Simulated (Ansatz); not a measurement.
HfO2 (tetragonal-ZrO2 type, space group P4_2/nmc): energy against volume

HfO2 (tetragonal-ZrO2 type, space group P4_2/nmc)

```
HfO2
1.0
    3.56753     0.00000     0.00000
    0.00000     3.56753     0.00000
    0.00000     0.00000     5.16669
Hf O
2 4
Direct
  0.00000   0.00000   0.00000
  0.50000   0.50000   0.50000
  0.00000   0.50000   0.20010
  0.00000   0.50000   0.70010
  0.50000   0.00000   0.29990
  0.50000   0.00000   0.79990
```

E(V) scan at fixed shape, V₀ the volume above. The atoms relax within the cell's symmetry.

Computed with PBEsol (plane waves to 420 eV, PAW, scalar-relativistic; Ansatz, a first-principles code). k mesh 9×9×7 (Γ-centred), Fermi-Dirac smearing 0.05 eV. Energies are smeared free energies. Stress and pressure are positive under compression. With the shape held, the modulus is that of even scaling; a crystal free to change shape is softer. HfO2 is run without spin polarisation. HfO2 was relaxed with its symmetry unable to fall. Spin-orbit coupling is left out, though Hf is heavy. The PAW data are Ansatz's earlier set. This is a high-temperature form of HfO2. ΔE is measured from the relaxed starting cell.

| V (Å³/atom) | ΔE (kJ/mol of atoms) | P (GPa) |
|---|---|---|
| 9.206 | 24.55 | 54.9 |
| 9.498 | 16.07 | 41.9 |
| 9.791 | 9.70 | 30.7 |
| 10.083 | 5.16 | 21.2 |
| 10.375 | 2.17 | 13.0 |
| 10.667 | 0.51 | 6.1 |
| 10.960 | 0.00 | 0.0 |
| 11.252 | 0.46 | -5.1 |
| 11.544 | 1.76 | -9.5 |
| 11.836 | 3.77 | -13.3 |
| 12.129 | 6.39 | -16.5 |
| 12.421 | 9.53 | -19.1 |
| 12.713 | 13.10 | -21.5 |

Summary:

The pressure at the smallest volume is 54.9 GPa and the energy cost of the largest compression is 254.5 meV/atom. The energy cost of the largest expansion is 135.8 meV/atom. The bulk modulus at fixed cell shape B₀ (third-order Birch-Murnaghan fit) is 207 GPa, the pressure derivative B₀′ (fit) comes out as 4.8 and the equilibrium volume of the fit comes out as 10.96 Å³/atom. The pressure for 5 % compression (fit) is 12.0 GPa.

(A scan under strain: stresses follow from slopes of the energy per volume, elastic moduli from its curvatures.)
